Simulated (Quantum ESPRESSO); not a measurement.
## Band energies of La₂O₃

```
La2O3
1.0
    3.93078     0.00000     0.00000
   -1.96539     3.40416     0.00000
    0.00000     0.00000     6.11195
O La
3 2
Cartesian
  1.96539   1.13472   2.16430
  0.00000   2.26944   3.94765
  0.00000   0.00000   0.00000
  1.96539   1.13472   4.60694
  0.00000   2.26944   1.50501
```

PBEsol (pw.x of Quantum ESPRESSO, ONCV potentials, with spin-orbit coupling); path ΓMKΓALHA,LM,KH; energies in eV from the valence-band maximum.

| k (1/Å) | point | band 40 | band 41 | band 42 | band 43 | band 44 | band 45 | band 46 | band 47 |
|---|---|---|---|---|---|---|---|---|---|
| 0.00 | Γ | -0.14 | 4.18 | 4.18 | 4.50 | 4.50 | 4.53 | 4.53 | 5.04 |
| 0.55 |  | -0.26 | 4.00 | 4.00 | 4.61 | 4.61 | 4.94 | 4.94 | 5.18 |
| 0.92 | M | -0.28 | 3.76 | 3.76 | 4.62 | 4.62 | 5.07 | 5.07 | 5.12 |
| 1.19 |  | -0.32 | 3.82 | 3.82 | 4.55 | 4.55 | 4.91 | 4.91 | 5.01 |
| 1.46 | K | -0.11 | 3.76 | 3.76 | 4.66 | 4.66 | 4.67 | 4.67 | 4.99 |
| 1.81 |  | -0.34 | 3.97 | 3.97 | 4.50 | 4.50 | 4.89 | 4.90 | 5.11 |
| 2.34 |  | -0.17 | 4.29 | 4.29 | 4.52 | 4.52 | 4.58 | 4.58 | 5.06 |
| 2.52 | Γ | -0.14 | 4.18 | 4.18 | 4.50 | 4.50 | 4.53 | 4.53 | 5.04 |
| 3.04 | A | -0.25 | 4.61 | 4.61 | 4.65 | 4.65 | 4.65 | 4.65 | 4.87 |
| 3.50 |  | -0.13 | 4.36 | 4.36 | 4.73 | 4.73 | 4.84 | 4.84 | 5.10 |
| 3.96 | L | 0.00 | 4.32 | 4.32 | 4.53 | 4.53 | 4.98 | 4.99 | 5.15 |
| 4.49 | H | -0.19 | 4.16 | 4.16 | 4.77 | 4.77 | 4.84 | 4.84 | 4.84 |
| 4.95 |  | -0.08 | 4.46 | 4.46 | 4.60 | 4.60 | 4.78 | 4.78 | 5.07 |
| 5.40 |  | -0.23 | 4.47 | 4.47 | 4.67 | 4.67 | 4.80 | 4.80 | 4.88 |
| 5.56 | A | -0.25 | 4.61 | 4.61 | 4.65 | 4.65 | 4.65 | 4.65 | 4.87 |
| 5.56 | L | 0.00 | 4.32 | 4.32 | 4.53 | 4.53 | 4.98 | 4.98 | 5.14 |
| 5.73 |  | -0.10 | 4.14 | 4.14 | 4.61 | 4.61 | 5.00 | 5.00 | 5.14 |
| 6.07 | M | -0.28 | 3.76 | 3.76 | 4.62 | 4.62 | 5.07 | 5.07 | 5.13 |
| 6.07 | K | -0.11 | 3.76 | 3.76 | 4.66 | 4.66 | 4.67 | 4.67 | 5.00 |
| 6.58 | H | -0.19 | 4.16 | 4.16 | 4.77 | 4.77 | 4.84 | 4.84 | 4.84 |

The PBEsol gap is indirect, 3.76 eV, from L to K; the smallest direct gap is 3.86 eV. Another valence and conduction extremum on the path lies within 0.02 eV, too close to call.

The 4f states are in the valence at their DFT position.

Geometry of the Materials Project entry, not relaxed at this level.
